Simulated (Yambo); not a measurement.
```xyz
12
Lattice="5.7421 0.0000 0.0000 -2.8711 4.9728 0.0000 0.0000 0.0000 6.8159" Properties=species:S:1:pos:R:3 pbc="T T T"
C      0.0000     3.3152     5.1119
C      2.8711     1.6576     1.7040
O      1.1216     3.9628     5.1119
O      1.7494     1.0100     1.7040
O      2.8711     2.9528     1.7040
O      0.0000     2.0201     5.1119
O     -1.1216     3.9628     5.1119
O      3.9927     1.0100     1.7040
K      2.8711     1.6576     5.1119
K      0.0000     3.3152     1.7040
K      0.0000     0.0000     3.4079
K      0.0000     0.0000     0.0000
```

Response from Yambo on norm-conserving PBEsol (Quantum ESPRESSO, 84 Ry, without SOC) bands: 3×3×2 mesh, 154 bands, 3 Ry local-field block, 0.2 eV broadening.

Q: Give the static electronic dielectric constant without and with local fields along each axis.

A: 
```csv
field along,"ε(0), independent particles","ε(0), RPA with local fields",refractive index √ε
x,2.72,2.41,1.55
z,2.25,1.96,1.40
```
Electronic (clamped-ion) response only. PBEsol gaps are usually too small, which raises these values. Convergence of the RPA response with its 3×3×2 mesh was not tested. x, y and z are Cartesian axes of the cell as given.

Geometry of the Materials Project entry, not relaxed at this level.

The structure is a Materials Project entry; no match was found in the copy of COD used, and its stability was not checked.
